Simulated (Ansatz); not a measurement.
In₂Te₃:
```
In2Te3
1.0
   -2.18114     6.52071     3.07676
    2.18114    -6.52071     3.07676
    2.18114     6.52071    -3.07676
In Te
2 3
Cartesian
  0.00000   2.09046   1.47001
  2.18114   4.43024  -1.60675
  0.00000   8.41862   0.21968
  0.00000   4.62279   0.21968
  0.00000   0.00000   5.85177
```

Relaxed with PBEsol. Special points in fractions of this cell's reciprocal vectors: Γ (0.000, 0.000, 0.000); X (0.500, -0.500, 0.500); F0 (0.278, -0.278, 0.722); Σ0 (-0.278, 0.278, 0.278); Λ0 (0.306, 0.306, -0.306); G0 (0.694, -0.306, 0.306); R (0.000, 0.500, 0.000); W (0.250, 0.250, 0.250); S (0.500, 0.000, 0.000); T (0.000, 0.000, 0.500).

Problem. List the band energies nearest the valence-band maximum at these points for PBEsol in the plane-wave PAW code Ansatz.

Solution. In eV from the valence-band maximum; about four levels below and three above (degenerate sets whole), none deeper than 8.9 eV; points with the same levels are listed once.

```
k                     below           above
--  -----------------------  --------------
Γ   -1.97 -0.71 -0.64 -0.03  0.10 1.77 2.60
X    -2.44 -1.88 -1.44 0.00  0.51 1.38 1.57
F0  -2.65 -2.62 -1.74 -1.68  0.58 1.26 1.75
Λ0  -1.73 -1.58 -1.47 -0.42  0.40 0.91 1.81
R   -2.86 -1.81 -1.44 -0.76  0.40 2.18 2.86
W   -2.61 -2.55 -1.54 -0.81  1.14 1.80 3.15
S   -1.90 -1.90 -1.56 -0.53  0.37 1.70 2.55
T   -2.70 -2.51 -1.94 -1.80  0.49 1.33 2.11
```

Space group Imm2. The workflow started from a Materials Project entry (that database holds measured and hypothetical structures alike); the Crystallography Open Database copy checked does not list it. COD files the formula under space group No. 216, so this cell is another polymorph or a model. Its standing as an ambient phase is unchecked. The PBEsol relaxation kept the symmetry of its start; its stability against distortions is not shown here. Scalar-relativistic: spin–orbit coupling is off unless named, which matters more the heavier the elements.

Potentials: the later of the program's two PAW sets.
